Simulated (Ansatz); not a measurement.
input.yaml

```yaml
crystal:
  lattice:
    - [0.0, 2.6906136625, 2.6906136625]
    - [2.6906136625, 0.0, 2.6906136625]
    - [2.6906136625, 2.6906136625, 0.0]
  atoms:
    - { symbol: Pb, position: [0.0, 0.0, 0.0] }
    - { symbol: O, position: [0.25, 0.25, 0.25] }
    - { symbol: O, position: [0.75, 0.75, 0.75] }
basis:
  ecutwfc: 420
kpoints:
  mp_grid: { grid: [14, 14, 14] }
hamiltonian:
  xc: pbesol
scf:
  occupations: { method: gaussian, width: 0.1 }
output:
  forces: true
  stress: true
  eigenvalues: true
```

Command:
```bash
ansatz run input.yaml --threads 1 --pin off --max-ram 2560MiB --backend cpu --events-out ev --progress --plain --runs-dir out
```

These are results of DFT PBEsol, scalar-relativistic, plane waves, PAW in Ansatz 0.2.0, not measurements.

From the run's log, abridged (iterations and final results):

```
SCF iter   1: F=—  HF=-12873.899894 eV  |F-HF|=—  |Δ(HF+E_count)|=         —  Δρ=1.57e-2  dr2=7.53e-2  ethr=1.77e-3  ⟨swp⟩=6.0  Hψ=9308  notcnv=0
SCF iter   2: F=—  HF=-12873.878062 eV  |F-HF|=—  |Δ(HF+E_count)|=   2.18e-2  Δρ=3.06e-3  dr2=3.29e-3  ethr=2.89e-4  ⟨swp⟩=2.4  Hψ=3744  notcnv=0
SCF iter   3: F=—  HF=-12873.877217 eV  |F-HF|=—  |Δ(HF+E_count)|=   8.45e-4  Δρ=1.52e-3  dr2=8.13e-4  ethr=1.27e-5  ⟨swp⟩=2.4  Hψ=2819  notcnv=0
SCF iter   4: F=—  HF=-12873.877211 eV  |F-HF|=—  |Δ(HF+E_count)|=   5.25e-6  Δρ=5.05e-4  dr2=1.00e-4  ethr=3.13e-6  ⟨swp⟩=2.2  Hψ=2702  notcnv=0
SCF iter   5: F=—  HF=-12873.877246 eV  |F-HF|=—  |Δ(HF+E_count)|=   3.41e-5  Δρ=1.37e-4  dr2=1.26e-5  ethr=3.85e-7  ⟨swp⟩=2.0  Hψ=2146  notcnv=0
SCF iter   6: F=—  HF=-12873.877271 eV  |F-HF|=—  |Δ(HF+E_count)|=   2.58e-5  Δρ=4.97e-5  dr2=1.21e-6  ethr=4.84e-8  ⟨swp⟩=2.2  Hψ=2652  notcnv=0
SCF iter   7: F=-12873.877275 eV  HF=-12873.877274 eV  |F-HF|=1.08e-7  |Δ(HF+E_count)|=   3.01e-6  Δρ=1.13e-5  dr2=3.67e-8  ethr=3.85e-10  ⟨swp⟩=5.5  Hψ=9823  notcnv=0
SCF 1 converged in 7 iterations: F = -12873.877275 eV  dr2 = 3.67e-8
SCF converged after 7 iterations
Free energy (F): -12873.877275 eV
Harris-Foulkes:  -12873.877274 eV  (|F-HF|=1.08e-7)
Internal energy: -12873.873886 eV  (E = F + TS)
E sigma→0 (E₀):  -12873.875580 eV
Entropy (-TS):   -0.003388 eV (-1.129 meV/atom)
Fermi energy:    9.695237 eV
--- Per-component energies (eV) ---
  E_band       = -4.041906
  E_kinetic    = 637.675203
  E_local      = -1493.003618  (includes V_loc(G=0)·N_el)
  E_nonlocal   = 453.791807
  E_hartree    = 567.290502
  E_xc         = -359.746069
  E_vxc        = -314.064333  (∫ρ·V_xc dr)
  E_paw        = -10570.531804  (= ΣΔE_a)
  E_vpaw       = -423.022879  (= ΣTr[D̂ρ^β])
  E_aug_tail   = 0.004831  (compensation charges beyond the density's cutoff)
  E_ewald      = -2109.487431
  E_core_change = 0.132692  (= ΣΔE_core)
  E_smearing   = -0.003388  (= −TS)
--- Forces (eV/Å), atoms counted from 1 ---
  atom   1  Pb     0.00000000     0.00000000     0.00000000
  atom   2  O      0.00000000     0.00000000     0.00000000
  atom   3  O      0.00000000     0.00000000     0.00000000
--- Stress (GPa, compression-positive) ---
       -4.156434       0.000000       0.000000
        0.000000      -4.156434       0.000000
        0.000000       0.000000      -4.156434
  P = ⅓ Tr σ = -4.1564 GPa (-41.564 kbar)
--- Band table (eV; the first three rows and the last of 104) ---
  k-point 0: bands = ["-8.8638", "-5.9423", "-5.9423", "-5.9423", "-5.9050", "-5.6825", "-5.6825", "7.0313", "7.6982", "7.6982", "7.6982", "8.4603", "8.4603", "8.4603", "16.5906", "16.5906", "16.5906"]
  k-point 1: bands = ["-8.8204", "-6.3311", "-5.9355", "-5.9355", "-5.6831", "-5.6831", "-5.5100", "6.5210", "7.5765", "7.6498", "7.6498", "8.4534", "8.4534", "9.0194", "16.4576", "16.7007", "16.7007"]
  k-point 2: bands = ["-8.6974", "-6.6993", "-5.9175", "-5.9175", "-5.6836", "-5.6836", "-5.1267", "5.6414", "7.3771", "7.5191", "7.5191", "8.4307", "8.4307", "9.8892", "16.2341", "17.0153", "17.0153"]
  k-point 103: bands = ["-7.8366", "-7.7099", "-5.7672", "-5.6698", "-5.6582", "-4.9337", "-4.5375", "1.4987", "4.8105", "6.6080", "7.5443", "9.3023", "9.7137", "11.9532", "17.7427", "18.6865", "18.6995"]
```

The calculation finished and met its thresholds.

It took 4.4 s on 1 thread of Arm Neoverse V1 (shared host), peak memory 0.34 GiB.

Spin–orbit coupling is left out, which can shift energies with elements as heavy as these.